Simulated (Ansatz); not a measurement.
Polymorphs of Si$_{2}$Mo, each relaxed with DFT-PBEsol in the program Ansatz with PAW potentials:

A: MoSi2 or CaC2 type (I4/mmm)
a = b = 3.1903 Å, c = 7.8207 Å, α = β = γ = 90.00°

```csv
atom,site,symmetry,x,y,z
Mo,2a,4/mmm,0.0000,0.0000,0.0000
Si,4e,4mm,0.0000,0.0000,0.3351
```

B: Fddd
a = 4.572 Å, b = 7.961 Å, c = 8.721 Å, α = β = γ = 90.00°

| atom | site | symmetry | x | y | z |
|---|---|---|---|---|---|
| Si | 16f | .2. | 0.0000 | 0.3359 | 0.0000 |
| Mo | 8a | 222 | 0.0000 | 0.0000 | 0.0000 |

Question: Put the candidates in order of energy per atom at 0 K, lowest first, for PBEsol.

Answer: A (+0 meV/atom), B (+79 meV/atom)

Constructed cells (a structure type filled with these elements, in neither database checked): B. Not the usual ambient phase: B. All cells were relaxed under the symmetry of their starts (and spin orders); stability against distortions was not tested throughout. Rows with no word on spin ran without spin polarisation. Spin–orbit coupling is left out wherever it is not named.

Energies hold the estimated change up to a 700 eV cutoff; steps of a few meV lie near the error of the meshes.

Potentials: the later of the program's two PAW sets.
